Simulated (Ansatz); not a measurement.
**Cd₄BiAs₃, a known structure type with other elements, at an estimated volume**

```
Bi Cd As
1.0
     4.32552    0.00000    0.00000
    -2.16276    3.74601    0.00000
    -2.16276    1.24867   11.90342
Bi Cd As
1 4 3
Cartesian
  0.0000 2.4973 5.9517
  -2.1628 3.7460 3.0879
  2.1628 1.2487 8.8156
  -2.1628 3.7460 10.7995
  2.1628 1.2487 1.1039
  -2.1628 3.7460 8.2491
  2.1628 1.2487 3.6543
  0.0000 0.0000 0.0000
```

Method: PBEsol, no spin polarisation; PAW, plane waves to 420 eV, 8×8×8 Γ-centred mesh, fermi-dirac occupations (width 0.0529 eV) (Ansatz 0.2.0), atoms fixed.

Question: What do density and ELF say about some of the short contacts?

Answer: Cd–As at 2.55 Å: least valence density 0.41 e/Å³ and ELF 0.35 there. Bi–As at 3.39 Å: least valence density 0.14 e/Å³ and ELF 0.25 there. Bi–Cd at 3.80 Å: least valence density 0.08 e/Å³ and ELF 0.12 there. Both are smooth PAW fields, read partly inside the augmentation spheres.

Question: Is there a gap?

Answer: It is a metal, with about 4.1 states/eV a cell as the mean within 0.25 eV of the Fermi level, mostly Bi p (49 %), As p (22 %) and Cd s (14 %).

Question: Which atom feels the largest force, and which way?

Answer: The largest is on As7 (and as large on other atoms): 1.70 eV/Å, components (0.00, 0.00, 1.70). It makes 180° with the line to a nearest neighbour, Cd5 at 2.55 Å, pointing away from it.

Question: What is the formation energy?

Answer: 0.16 eV an atom against the elements' usual phases (free molecules for gases, crystals otherwise, with no correction for O₂ or N₂), so at this geometry it isn't bound against them. Relaxing would lower it.

Question: Which element gives electrons and which takes them?

Answer: Bader charges in e: Cd +0.36, Bi +0.38, As -0.68 to -0.57. In the mean Bi gives up most and As takes most.

Question: Is the cell too large or too small?

Answer: The pressure is 4.1 GPa (compression positive), so with the atoms held at these fractions the cell would first expand; the forces are large, so a full relaxation may end otherwise.

Origin: a known structure type with other elements, at an estimated volume, so it need not be a known compound. Caveats: atoms or cell far from equilibrium.
